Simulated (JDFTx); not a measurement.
Part of a log of a modified build of JDFTx for BH4N (built from aminoborane), charge +1, multiplicity 2 (PBE, GBRV ultrasoft potentials, plane waves to 20/100 Ha):

```
unit cell volume = 8251.42
Chosen fftbox size, S = [  100  96  80  ]
unit cell volume = 8251.42
Chosen fftbox size, S = [  96  90  72  ]
  'B' pseudopotential, 'SLA  PW   PBX  PBC' functional
  3 valence electrons, 2 orbitals, 4 projectors, 781 radial grid points, with lMax = 1
  'N' pseudopotential, 'SLA  PW   PBE  PBE' functional
  5 valence electrons, 2 orbitals, 4 projectors, 729 radial grid points, with lMax = 1
  'H' pseudopotential, 'SLA  PW   PBX  PBC' functional
  1 valence electrons, 1 orbitals, 2 projectors, 615 radial grid points, with lMax = 0
Initialized 3 species with 6 total atoms.
Folded 1 k-points by 1x1x1 to 1 k-points.
nElectrons:  11.000000   nBands: 6   nStates: 2
average nbasis = 35313.000 , ideal nbasis = 35250.697
Correction to mu due to finite nuclear width = -0.00144295
   Cavity determined by nc: 0.00142 and sigma: 0.707107
   Nonlocal vdW cavity from gaussian model electron density with norm = 16 and sigma = 1.50589 bohr
   Charge asymmetry in cavity with sensitivity pCavity = -31 e-bohr/Eh
   Electrostatic cavity expanded by eta = 3.15 bohrs
   Weighted density cavitation model constrained by Nbulk: 0.001709 bohr^-3, Pvap: 11.7584 kPa, Rvdw: 4.00622 bohr and sigmaBulk: 1.88e-05 Eh/bohr^2 at T: 298 K.
   Weighted density dispersion model using vdW pair potentials with single solvent site with sqrtC6eff: 2.21 SI.
[...]
Will mix electronic density at each iteration.
	Linear fluid (dielectric constant: 38.8, screening length: 4.04053 Bohr) occupying 0.787899 of unit cell:	Completed after 8 iterations
[... later lines of the fluid solver are left out ...]
SCF: Cycle:  0   Etot: -14.937027585705138   dEtot: +3.006e-03   |Residual|: 1.107e-01   |deigs|: 1.498e-04
[... lines cut ...]
SCF: Cycle: 49   Etot: -14.944087646419394   dEtot: -1.761e-08   |Residual|: 3.448e-05   |deigs|: 8.562e-06
SCF: Cycle: 50   Etot: -14.944087659912530   dEtot: -1.349e-08   |Residual|: 2.231e-05   |deigs|: 1.309e-05
SCF: Cycle: 51   Etot: -14.944087667048210   dEtot: -7.136e-09   |Residual|: 1.705e-05   |deigs|: 9.471e-06
SCF: Cycle: 52   Etot: -14.944087671915820   dEtot: -4.868e-09   |Residual|: 1.704e-05   |deigs|: 6.719e-06
SCF: Converged (|Delta E|<1.000000e-08 for 2 iters).

# Energy components:
   A_diel =       -0.0773921876310052
   Eewald =        9.1238959755046150
       EH =       18.3180094612226227
     Eloc =      -48.3233318565083323
      Enl =        1.8286305745218081
      Exc =       -5.3288122385221399
 Exc_core =        0.4309082988692607
       KE =        9.0825613478463261
  MuShift =        0.0014429527810223
-------------------------------------
     Etot =      -14.9440876719158204


	eMin: -0.919975 at state 0 ( [ +0.000000 +0.000000 +0.000000 ] spin 1 )
	HOMO: -0.317594 at state 1 ( [ +0.000000 +0.000000 +0.000000 ] spin -1 )
```

### Question
Which solvation model was used?
A) CANDLE
B) linear PCM (GLSSA13)
C) soft-sphere model
D) SCCS (anion parameters)

### Answer
A, CANDLE. The liquid was acetonitrile (dielectric constant 38.8), 1 M NaCl.
